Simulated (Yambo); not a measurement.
G0W0@PBEsol for a free-standing CaO2H2 monolayer (symmetry P-3m1, slab cell 17.5 Å high) in Yambo. Reference settings: 6×6×1 Γ-centred k mesh, 174 bands and a 8 Ry block in the screening, 174 bands in G with the Bruneval-Gonze terminator, plasmon pole fitted at 27.2 eV, slab-truncated Coulomb interaction, stochastic integration of W near q = 0. The PBEsol gap Γ → Γ on this mesh is 3.75 eV; G0W0 gaps are taken between the same points.

The settings were changed. The gap went from 6.92 eV to 7.41 eV, and the shift of the valence edge from -2.12 eV to -2.43 eV.

**Question.** Which change was made?
A. 109 bands in G, no terminator
B. 75 bands in W
C. no stochastic integration of W
D. 7 Ry block

**Answer.** C, no stochastic integration of W. The others gave (gap, valence shift): 75 bands in W: 6.91, -2.02 eV; 7 Ry block: 6.91, -2.11 eV; 109 bands in G, no terminator: 6.60, -1.72 eV.

Geometry relaxed with PBEsol; primitive cell a = b = 3.5719 Å, c = 17.5000 Å, α = β = 90.00°, γ = 120.00°.

This is a model layer cut from the bulk structure; whether it is stable on its own was not checked.

A shift is the quasiparticle energy of the state minus its PBEsol energy.
